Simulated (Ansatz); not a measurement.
# A vibration from a frozen displacement in HfOs

Method: DFT PBEsol, scalar-relativistic, plane waves, PAW in Ansatz. The runs took a 420 eV cutoff, a Γ-centred 14×14×14 mesh and Gaussian smearing (0.15 eV). Spin–orbit coupling is left out, which matters for the heavy elements here. No spin polarisation. Energies are free energies at this smearing, counted from the undisturbed cell; pressure is positive in compression.

The starting cell (as given, not relaxed at this level; it stands at -3.2 GPa, and it needn't be the usual structure):

```yaml
crystal:
  lattice:
    - [3.23900, 0.00000, 0.00000]
    - [0.00000, 3.23900, 0.00000]
    - [0.00000, 0.00000, 3.23900]
  atoms:
    - { symbol: Hf, position: [0.00000, 0.00000, 0.00000] }
    - { symbol: Os, position: [0.50000, 0.50000, 0.50000] }
```

Every Os atom is moved by x along the Cartesian unit vector (0.000, 1.000, 0.000); the cell and all other atoms stay fixed. The cell's volume is 33.98 Å³; the moved atoms weigh 190.230 u together and the others 178.490 u. Some rows repeat others by symmetry and weren't run.

```csv
x (Å),ΔE (meV/cell),total force on the moved atoms along the move (eV/Å),pressure (GPa)
-0.5000,973.05,3.9177,13.5830
-0.4375,743.92,3.4086,10.1180
-0.3750,547.33,2.8859,6.9632
-0.3125,382.19,2.4052,4.0579
-0.2500,245.84,1.9587,1.4884
-0.1875,138.21,1.4795,-0.5512
-0.1250,61.21,0.9835,-2.0280
-0.0625,15.25,0.4886,-2.9193
0.0000,0.00,0.0000,-3.2157
0.0625,15.25,-0.4886,-2.9193
0.1250,61.21,-0.9835,-2.0280
0.1875,138.21,-1.4795,-0.5512
0.2500,245.84,-1.9587,1.4884
0.3125,382.19,-2.4052,4.0579
0.3750,547.33,-2.8859,6.9632
0.4375,743.92,-3.4086,10.1180
0.5000,973.05,-3.9177,13.5830
```

Problem. What frequency belongs to this motion?

Solution. The force constant is k = −dF/dx = 7.818 eV/Å², from the parabola through x = -0.0625, 0 and 0.0625. In every cell the moved atoms swing against the rest, so the mass is μ = m₁m₂/(m₁ + m₂) = 92.087 u, and ν̃ = 521.5 cm⁻¹ × √(|k|/μ) = 152 cm⁻¹, at this cell's pressure of -3.2 GPa. To first order in x, and within 1 %, the force on every atom lies along the move and, within each of the two groups, in proportion to the atom's mass, so this is itself a mode at the zone centre of this cell.

Problem. How far does the harmonic law reach?

Solution. At x = -0.500 Å, kx²/2 = 977.20 meV against the computed 973.05 meV (-0.4 %): the well is still close to harmonic there.

Problem. The pressure changes with x². What does that say about the frequency under compression?

Solution. With E = k(V)x²/2, k ∝ V^(−2γ) and x scaling with the cell as V^(1/3), P − P0 = −∂E/∂V = (2γ − 2/3) ΔE/V. At x = 0.1250 Å, V(P − P0) = 33.98 × 1.18765 / 160.2 eV = 251.89 meV and ΔE = 61.21 meV, so γ = 1/3 + V(P − P0)/(2ΔE) = 2.39. This is the Grüneisen parameter of the motion under uniform scaling of the cell: shrinking the cell evenly by 1 % in volume raises the frequency by about 2.39 %.

In a metal these slopes depend on the k mesh and the smearing.